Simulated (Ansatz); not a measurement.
A geometry of Cl₂ away from equilibrium: the start of the relaxation of a generated cell, Cl2 placed in the AFLOW prototype A_oC8_64_f (A14, as in I). Level of theory: r2SCAN (plane waves to 500 eV, PAW, scalar-relativistic; Ansatz, an electronic-structure program). Γ-centred k-mesh 7×7×3 on the run's cell (coarser than for final values), Fermi–Dirac smearing 0.05 eV.

```xyz
4
Lattice="2.8704 -1.8789 0.0000 2.8704 1.8789 0.0000 0.0000 0.0000 7.8991" Properties=species:S:1:pos:R:3 pbc="T T T"
Cl     2.8704    -1.2970     0.9281
Cl     2.8704     1.2970     6.9709
Cl     2.8704     0.5819     3.0214
Cl     2.8704    -0.5819     4.8777
```

Question: Give the Cartesian forces on all atoms (eV/Å).

Answer: 
| atom | Fx | Fy | Fz |
|---|---|---|---|
| Cl1 | 0.00 | -0.84 | -1.16 |
| Cl2 | 0.00 | 0.84 | 1.16 |
| Cl3 | 0.00 | -0.84 | 1.16 |
| Cl4 | 0.00 | 0.84 | -1.16 |

Question: What is the pressure?

Answer: +0.5 GPa, compression positive.

No spin polarisation in the result. Without a van der Waals term the distances between weakly bound units are poorly fixed.

The run could not lose the symmetry of its start; a randomly shaken copy of 8 atoms returns to this structure.
